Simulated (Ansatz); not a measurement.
The relaxed structure here is a generated cell of HgTe: the first start was made by placing the elements on the sites of a structure type, and the end was not matched to a known phase here, so it may be hypothetical. Known forms of HgTe include space group No. 216.

One starting cell of HgTe (a generated cell, HgTe placed in the NiAs structure type) was relaxed twice with Ansatz (plane waves, PAW, scalar-relativistic): with r2SCAN at 500 eV and with PBE at 420 eV. The r2SCAN result:

```cif
data_Hg2Te2
_chemical_formula_sum 'Hg2 Te2'
_space_group_name_H-M_alt 'P 1'
_space_group_IT_number 1
_cell_length_a 4.24818
_cell_length_b 4.24818
_cell_length_c 7.36410
_cell_angle_alpha 90.000
_cell_angle_beta 90.000
_cell_angle_gamma 120.000
loop_
_space_group_symop_operation_xyz
  'x, y, z'
loop_
_atom_site_label
_atom_site_type_symbol
_atom_site_fract_x
_atom_site_fract_y
_atom_site_fract_z
_atom_site_occupancy
Hg1 Hg 0.00000 0.00000 0.00000 1
Hg2 Hg 0.00000 0.00000 0.50000 1
Te1 Te 0.33333 0.66667 0.25000 1
Te2 Te 0.66667 0.33333 0.75000 1
```

```csv
quantity,r2SCAN,PBE
space group,P6₃/mmc,P6₃/mmc
volume (Å³/atom),28.77,?
a (Å),4.248,?
c (Å),7.364,?
"gap (eV, no spin-orbit coupling)",0.00,?
```

Task: What does PBE give for the same quantities?

Result: 
- volume (Å³/atom), PBE: 29.44
- a (Å), PBE: 4.272
- c (Å), PBE: 7.450
- gap (eV, no spin-orbit coupling), PBE: 0.00

Both levels end in the same structure; PBE's volume is 2.3 % larger. Neither column is exact.

No spin polarisation in the result.

The run could not lose the symmetry of its start, so the end can be a saddle point.

All atoms sit on sites fixed by symmetry, so only the cell could relax.

Ansatz is a quantum-chemistry and plane-wave program.
